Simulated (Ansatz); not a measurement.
Polymorphs of Ni, each relaxed with the program Ansatz at the r²SCAN level (PAW):

A: diamond (Fd-3m)
a = 5.025 Å, b = 5.025 Å, c = 5.025 Å, α = 90.00°, β = 90.00°, γ = 90.00°

| atom | site | symmetry | x | y | z |
|---|---|---|---|---|---|
| Ni | 8b | -43m | 0.5000 | 0.5000 | 0.5000 |

B: simple cubic (Pm-3m)
a = b = c = 2.3047 Å, α = β = γ = 90.00°

| atom | site | symmetry | x | y | z |
|---|---|---|---|---|---|
| Ni | 1a | m-3m | 0.0000 | 0.0000 | 0.0000 |

**Question.** Order them by energy per atom at 0 K (lowest first) at the level r²SCAN.

**Answer.** B (+0 meV/atom), A (+481 meV/atom)

Spin orders computed, not proven ground states: A ferromagnetic; B ferromagnetic. Constructed cells (a structure type filled with these elements, in neither database checked): B. Typed or built starts, not in the databases checked: A. Not the usual ambient phase: A; B. All cells were relaxed under the symmetry of their starts (and spin orders); stability against distortions was not tested throughout.

Energies hold the estimated change up to a 700 eV cutoff; steps of a few meV lie near the error of the meshes.

Potentials: the later of the program's two PAW sets.
